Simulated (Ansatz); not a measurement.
Relaxed LaB$_{6}$ (CaB6 type, space group Pm-3m):

```xyz
14
Lattice="8.3099 0.0000 0.0000 0.0000 4.1550 0.0000 0.0000 0.0000 4.1550" Properties=species:S:1:pos:R:3 pbc="T T T"
La     0.0000     0.0000     0.0000
La     4.1550     0.0000     0.0000
B      0.8301     2.0775     2.0775
B      4.9851     2.0775     2.0775
B      3.3249     2.0775     2.0775
B      7.4798     2.0775     2.0775
B      2.0775     2.0775     0.8301
B      6.2324     2.0775     0.8301
B      2.0775     2.0775     3.3249
B      6.2324     2.0775     3.3249
B      2.0775     0.8301     2.0775
B      6.2324     0.8301     2.0775
B      2.0775     3.3249     2.0775
B      6.2324     3.3249     2.0775
```

The atoms are displaced by Q × the pattern below (from a DFPT mode at X = (0.5, 0.0, 0.0), largest move 1; Q in Å), at fixed cell. (q is in reciprocal vectors of the primitive cell; the cell shown is doubled to hold the pattern.)

```csv
atom,x,y,z
B7,0.000,0.000,1.000
B8,0.000,0.000,-1.000
B9,0.000,0.000,-1.000
B10,0.000,0.000,1.000
B11,0.000,-1.000,0.000
B12,0.000,1.000,0.000
B13,0.000,1.000,0.000
B14,0.000,-1.000,0.000
```

Atoms not listed stay in place.

All values below come from PBE (plane waves to 420 eV, PAW, scalar-relativistic; Ansatz, a program for electronic structure). k mesh 6×11×11 (Γ-centred), Fermi-Dirac smearing 0.05 eV. Energies are smeared free energies. Left out: 4 of 13 points, with atoms too close for the PAW data. With partly filled bands, energies and forces of such displacements shift with the k mesh and the smearing. LaB6 is run without spin polarisation. LaB6 was relaxed with its symmetry unable to fall. ΔE is measured from the undisplaced structure. The last digit holds for this mesh only.

```
Q (Å)    ΔE (meV/cell)
-------  -------------
-0.1867       withheld
-0.1400         3982.9
-0.0933         1707.7
-0.0467          418.1
0.0000             0.0
0.0467           418.1
0.0933          1707.7
0.1400          3982.9
0.1867        withheld
```

Fit an even polynomial form (powers 2, 4, 6) to the given rows and predict ΔE at Q = 0.1867.

Least squares on the 7 given rows: ΔE = (190200)·Q² + (709100)·Q⁴ + (-2249000)·Q⁶, in meV/cell with Q in Å; root-mean-square residual 0.29 meV/cell. At 0.1867 the fit gives 7396.1 meV/cell; the calculation gives 7442.0 meV/cell, so the extrapolation is off by -45.9 (-0.6 %). The quadratic term alone would give 6629.8 meV/cell.

(A displaced cell: forces are minus the slopes of the energy, force constants its curvatures, and phonons follow from these.)
